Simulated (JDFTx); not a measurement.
System: Ag(111) (Fm-3m bulk; lattice of mp-124, not re-optimised at this level), 1x1 cell of 3 atoms in 3 planes, area 7.29 Å² a face, 4.8 Å between the outermost planes in a cell 20.7 Å high; k mesh 8×8×1, Fermi width 0.01 Ha, no spin polarisation.

Computed with JDFTx (a modified build): PBE, GBRV ultrasoft potentials, plane waves to 20/100 Ha. Liquid: CANDLE, acetonitrile, 1 M KCl. Between zero charge and 0.62 V from it the run gives σ = 6.2 μC/cm², a mean capacitance of 10.0 μF/cm². The liquid has ε = 38.8, a 1:1 salt at 1 M with linear (Debye) response, and T = 298 K.

Worked example: the Debye length, the diffuse-layer capacitance, and the inner capacitance that is left when the two stand in series.

Each ion has density c = 1 × 6.022×10⁻⁴ = 6.022e-04 Å⁻³. λ² = ε kT / (8π (e²/4πε₀) c) with kT = 0.02568 eV and e²/4πε₀ = 14.40 eV Å gives λ = 2.14 Å; the log prints 2.14 Å. C_diffuse = ε₀ε/λ = 161 μF/cm². Then 1/C_inner = 1/10.0 − 1/161, so C_inner = 10.6 μF/cm², which equals a vacuum gap of ε₀/C_inner = 0.83 Å. The diffuse layer takes 6 % of the potential drop; the rest lies between the electrode's charge and the onset of the dielectric, with the electrode's own (quantum) capacitance in it. The split is a model: in the calculation solvent and ions share one smooth cavity.
